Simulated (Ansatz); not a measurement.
**Is this Zn3Cd2Se5 structure a true minimum?**

The cell was found from a structure generator's guess, not taken from experiment.

The calculation used DFT PBE, scalar-relativistic, plane waves, PAW (Ansatz 0.2.0). Settings: cutoff 420 eV, Γ-centred mesh 10×10×10 on the computed 10-atom cell, Gaussian smearing of 0.02 eV; no spin polarisation.

The cell below (10 atoms, space group I-4m2 (No. 119)) is relaxed within its symmetry.

```
CELL_PARAMETERS angstrom
-2.08400 2.08400 14.90514
2.08400 -2.08400 14.90514
2.08400 2.08400 -14.90514
ATOMIC_POSITIONS crystal
Zn 0.20347 0.20347 0.00000
Zn 0.79653 0.79653 0.00000
Zn 0.00000 0.00000 0.00000
Cd 0.60177 0.60177 0.00000
Cd 0.39823 0.39823 0.00000
Se 0.25000 0.75000 0.50000
Se 0.84269 0.34269 0.50000
Se 0.45379 0.95379 0.50000
Se 0.04621 0.54621 0.50000
Se 0.65731 0.15731 0.50000
```

For the test it was strained at random (σ = 1.5 % a component), the atoms were moved at random (σ = 0.15 Å), and all was relaxed again on a coarse 4×4×4 mesh (in the run’s order of axes) with 0.10 eV smearing, with no symmetry imposed.

Problem. What happens?

Solution. It returns, within 1 meV/atom of the unmoved cell on that mesh and with the same symmetry when read at 0.1 Å. No instability shows in this cell; modes of other wave vectors, which need another repeat, aren't tested.
